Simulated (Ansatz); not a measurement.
# Equation of state of Cu3Te under PBE

The structure is cubic, space group Pm-3m (No. 221). The conventional cell has a = 3.947 Å, b = 3.947 Å, c = 3.947 Å, α = 90.00°, β = 90.00°, γ = 90.00°. Te (site symmetry m-3m) has 12 Cu at 2.79 Å as nearest neighbours. Cu (site symmetry 4/mmm) is surrounded by 4 Te at 2.79 Å and 8 Cu at 2.79 Å.

The cell comes from a database or a generator and needn't be the stable form of this composition.

The cell was scaled at fixed shape and fractions and run with Ansatz, Ansatz PAW, cutoff 420 eV; PBE, k mesh 7 × 7 × 7 on the cell of 4 atoms, fermi-dirac occupations of 0.05 eV, no spin polarisation, no spin-orbit coupling. Energies are those that the program minimises, any entropy of the smearing included. For a metal such a mesh isn't converged to the digits shown.

```csv
V (Å³/atom),energy over the lowest row (meV/atom)
14.4463,26.17
14.7537,12.77
15.0611,?
15.3684,0.22
15.6758,0.00
15.9832,3.20
16.2905,9.48
```

**Question.** Fit the third-order Birch-Murnaghan form, give V0, B0 and B′, and predict the energy left open.

**Answer.** With y = (V0/V)^(2/3), E = E0 + (9 V0 B0/16) [(y - 1)³ B′ + (y - 1)² (6 - 4y)]. Least squares through the rows shown give V0 = 15.5393 Å³/atom, E0 = -0.36 meV, B0 = 95.42 GPa (1 eV/Å³ = 160.218 GPa) and B′ = 5.05, with a largest miss of 0.01 meV. At V = 15.0611 the form with these constants gives 4.31 meV; the run gave 4.31 meV an atom.
